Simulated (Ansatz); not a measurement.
A relaxation computed with Ansatz, from input to last step.

```yaml
crystal:
  lattice:
    - [2.123649433, 1.2260895718, 3.5886817768]
    - [-2.123649433, 1.2260895718, 3.5886817768]
    - [0.0, -2.4521791436, 3.5886817768]
  atoms:
    - { symbol: Sb, position: [0.2372883932, 0.2372883932, 0.2372883932] }
    - { symbol: Sb, position: [0.7627116068, 0.7627116068, 0.7627116068] }
basis:
  ecutwfc: 420
kpoints:
  mp_grid: { grid: [12, 12, 12] }
hamiltonian:
  xc: pbesol
scf:
  occupations: { method: gaussian, width: 0.1 }
output:
  forces: true
  stress: true
  eigenvalues: true
relax:
  adjacent_minimum: "off"
  f_tol: 0.01
  max_steps: 30
  cell: { stress_tol: 0.1, fix: [volume] }
```

```bash
ansatz run input.yaml --threads 1 --pin off --max-ram 2560MiB --backend cpu --events-out ev --progress --plain --runs-dir out
```

Level of theory: DFT PBEsol, scalar-relativistic, plane waves, PAW in Ansatz.

The volume is held at 0.94 times that of the relaxed cell.

Of 4 frames 3 are shown, positions in Å and forces in eV/Å; the SCF threshold varies from step to step. Steps run on the plane waves of an earlier cell, with a Pulay correction in the pressure. The basis is chosen afresh for the last frame, the zero of the energies, and at times for earlier ones too; energy and pressure step there, also at an unchanged geometry.

```xyz
2
Lattice="2.1236 1.2261 3.5887 -2.1236 1.2261 3.5887 0.0000 -2.4522 3.5887" Properties=species:S:1:pos:R:3:forces:R:3 pbc="T T T" step=1 free_energy_over_end_meV_per_atom=1.37 pressure_GPa=3.65
Sb    0.0000    0.0000    2.5547    0.0000    0.0000    0.1348
Sb    0.0000    0.0000    8.2114    0.0000    0.0000   -0.1348
2
Lattice="2.1272 1.2282 3.5766 -2.1272 1.2282 3.5766 0.0000 -2.4563 3.5766" Properties=species:S:1:pos:R:3:forces:R:3 pbc="T T T" step=2 free_energy_over_end_meV_per_atom=0.24 pressure_GPa=3.05
Sb    0.0000    0.0000    2.5689    0.0000    0.0000   -0.0440
Sb    0.0000    0.0000    8.1609    0.0000    0.0000    0.0440
2
Lattice="2.1311 1.2304 3.5635 -2.1311 1.2304 3.5635 0.0000 -2.4608 3.5635" Properties=species:S:1:pos:R:3:forces:R:3 pbc="T T T" step=4 free_energy_over_end_meV_per_atom=0.00 pressure_GPa=3.14
Sb    0.0000    0.0000    2.5548    0.0000    0.0000   -0.0055
Sb    0.0000    0.0000    8.1356    0.0000    0.0000    0.0055
```

The run took 82 s on 1 thread of Intel(R) Xeon(R) Processor @ 2.50GHz (Skylake/Cascade Lake), with other jobs on the host, peak memory 0.48 GiB.